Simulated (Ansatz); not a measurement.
Consider the following.

BeS:
```xyz
4
Lattice="3.4392 0.0000 0.0000 -1.7196 2.9784 0.0000 0.0000 0.0000 5.6666" Properties=species:S:1:pos:R:3 pbc="T T T"
Be     0.0000     1.9856     5.6642
S      1.7196     0.9928     0.7108
Be     1.7196     0.9928     2.8309
S      0.0000     1.9856     3.5441
```

This is the PBE-relaxed structure.

All from the program Ansatz at the PBE level (PAW), unless another level is named. Give the band gap.

3.71 eV (indirect).

And the electron effective mass?

0.31, 0.53, 0.53 mₑ (principal values).

Next, the weight of the valence-edge state by species (Voronoi cells)?

S 82 %, Be 18 %.

And the valence-band maximum?

at Γ.

Next, the conduction-band minimum?

at K (2 equivalent valleys).

Space group P6_3mc (wurtzite). The start of the workflow was typed in or built on a structure type; neither database checked (COD, Materials Project) lists it. COD files the formula under space group No. 216, so this cell is another polymorph or a model. Its standing as an ambient phase is unchecked. The cell was relaxed with PBE under the symmetry of its start; whether a distortion lowers the energy is not shown.

Potentials: the earlier of the program's two PAW sets.
